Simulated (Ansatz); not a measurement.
The relaxed structure here is a generated cell of Nb: the first start was made by placing the elements on the sites of a structure type, and the end was not matched to a known phase here, so it may be hypothetical. Known forms of Nb include space group No. 229.

A relaxed cell of Nb (Pm-3m (No. 221)), relaxed on a k-mesh at least as fine as the one used below. Method: r2SCAN (plane waves to 500 eV, PAW, scalar-relativistic; Ansatz, an electronic-structure program). Γ-centred k-mesh 12×12×12 on the run's cell (coarser than for final values), Fermi–Dirac smearing 0.05 eV.

```
Nb
1.0
    5.41854     0.00000     0.00000
    2.70927     2.70927     0.00000
    0.00000     0.00000     2.70927
Nb
2
Direct
  0.00000   0.00000   0.00000
  0.50000   0.00000   0.00000
```

The atoms are displaced along an unstable phonon of this cell by (Å):

```csv
atom,ux,uy,uz
Nb1,0.000,0.000,0.150
Nb2,0.000,0.000,-0.150
```

Problem. What forces (eV/Å) and pressure result?

Solution. 
```json
[
 {"atom": "Nb1", "Fx": "0.00", "Fy": "0.00", "Fz": "1.22"},
 {"atom": "Nb2", "Fx": "0.00", "Fy": "0.00", "Fz": "-1.22"}
]
```

Pressure -1.1 GPa.

Problem. Estimate the energy cost of the displacement in the harmonic approximation and compare with the calculation.

Solution. For a harmonic well ΔE = −½ Σ F·u = -0.183 eV a cell, or -91 meV/atom. The calculated energy relative to the undisplaced cell is -0.09 eV/atom, so the harmonic estimate holds well.

The undisplaced cell is probably no minimum: from this displacement the run went on to Im-3m (No. 229), 1.00 eV/atom below it.

No spin polarisation in the result.
